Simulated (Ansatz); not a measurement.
GaN in space group P4_2/mnm (No. 136; Ga on 4g, N on 4f), the program Ansatz at the PBEsol level (PAW). The conduction-band minimum lies at Γ, with 1 equivalent valley. Second derivatives d²E/dk² of the lowest band at one valley (eV·Å²), along Cartesian directions:

```csv
direction,d²E/dk²
[100],43.57
[010],43.57
[001],43.58
[110],43.57
[101],43.58
[011],43.58
```

Q: Find the principal effective masses, the density-of-states mass and the conductivity mass.

A: Off-diagonal terms follow from H_xy = H[110] − (H_xx + H_yy)/2, and m*/mₑ = 7.620 eV·Å² over each eigenvalue: 0.17, 0.17, 0.17. One valley's DOS mass (m₁m₂m₃)^(1/3) = 0.17, conductivity mass 3/(Σ 1/mᵢ) = 0.17 mₑ.

Q: What effective density of states Nc follows at 300 K for parabolic valleys?

A: Nc = 2.509e19 × 1 × (0.17)^(3/2) ≈ 1.8e18 cm⁻³.

Q: With the computed static dielectric constant 10.1 (mean of the diagonal), estimate a hydrogenic donor's binding energy and radius.

A: E = 13.606 eV × 0.17/10.1² ≈ 23 meV; a = 0.529 Å × ε/m* ≈ 31 Å. Semilocal masses tend to be too small where the gap is.

The start of the workflow was typed in or built on a structure type; neither database checked (COD, Materials Project) lists it. It is not the phase usual at ambient conditions (space group No. 186, 216). Symmetry was held in the PBEsol relaxation; phonons on a q-mesh show no instability. Spin–orbit coupling is left out wherever it is not named.

Potentials: the later of the program's two PAW sets.
